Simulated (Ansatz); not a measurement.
BaHfO3:
```yaml
crystal:
  lattice:
    - [4.17483, 0.00000, 0.00000]
    - [0.00000, 4.17483, 0.00000]
    - [0.00000, 0.00000, 4.17483]
  atoms:
    - { symbol: Ba, position: [0.50000, 0.50000, 0.50000] }
    - { symbol: Hf, position: [0.00000, 0.00000, 0.00000] }
    - { symbol: O, position: [0.00000, 0.50000, 0.00000] }
    - { symbol: O, position: [0.50000, 0.00000, 0.00000] }
    - { symbol: O, position: [0.00000, 0.00000, 0.50000] }
```

Relaxed with HSE06. Special points in fractions of this cell's reciprocal vectors: Γ (0.000, 0.000, 0.000); X (0.000, 0.500, 0.000); M (0.500, 0.500, 0.000); R (0.500, 0.500, 0.500).

List the band energies nearest the valence-band maximum at these points for HSE06 in the plane-wave PAW code Ansatz.

In eV from the valence-band maximum; about four levels below and three above (degenerate sets whole), none deeper than 8.9 eV; points with the same levels are listed once.

```json
[
 {"k": "Γ", "below": "-1.04 -1.04 -1.04 -0.16 -0.16 -0.16", "above": "5.18 5.18 5.18"},
 {"k": "X", "below": "-1.79 -1.79 -1.69 -0.51 -0.51", "above": "5.72 8.15 8.15"},
 {"k": "M", "below": "-1.09 -0.94 -0.94 -0.05", "above": "8.04 8.04 8.32"},
 {"k": "R", "below": "-2.60 -2.60 -2.60 0.00 0.00 0.00", "above": "7.69 7.69 7.69"}
]
```

Space group Pm-3m (cubic perovskite). The cell was relaxed with HSE06 under the symmetry of its start. The run is not spin-polarised. The hybrid was solved on a coarse mesh, the path and, where they were found, the r²SCAN edge points; its band edges are the extreme levels among these. Scalar-relativistic: spin–orbit coupling is off unless named, which matters more the heavier the elements.

Potentials: the later of the program's two PAW sets.
